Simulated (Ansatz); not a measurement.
**Structures of TiCd3Pd: which is lowest?**

Plane-wave DFT in Ansatz with scalar-relativistic PAW potentials, cutoff 420 eV, Γ-centred meshes chosen by cell and gap, Gaussian smearing with energies taken to zero width. Every cell was relaxed (cell and atoms) in a run of its own, within the symmetry of its start. Functional: PBE.

Relaxed structures (starts from databases or built by putting these elements on another compound's sites):
A. P6_3/mmc, 10 atoms in the computed cell, a = 7.584 Å, c = 4.467 Å; sites (symmetry × multiplicity) Ti -3m. × 2, Cd mm2 × 6, Pd -6m2 × 2; start: built
B. Pm-3m, 5 atoms in the computed cell, a = 5.029 Å; sites (symmetry × multiplicity) Ti m-3m × 1, Cd 4/mm.m × 3, Pd m-3m × 1; start: built

**Question.** Rank them by energy. Could pressure change the order?

**Answer.**
```tsv
structure	group	E − E(lowest) (meV/atom)	V (Å³/atom)	gap on mesh (eV)
A	P6_3/mmc	0.0	22.25	0.00
B	Pm-3m	368	25.43	0.00
```

A is lowest, 368 meV/atom under B. The lowest is also the densest of these, so pressure wouldn't bring one of the others in at first order. Other structures may lie lower than all of these, and vibrations aren't counted.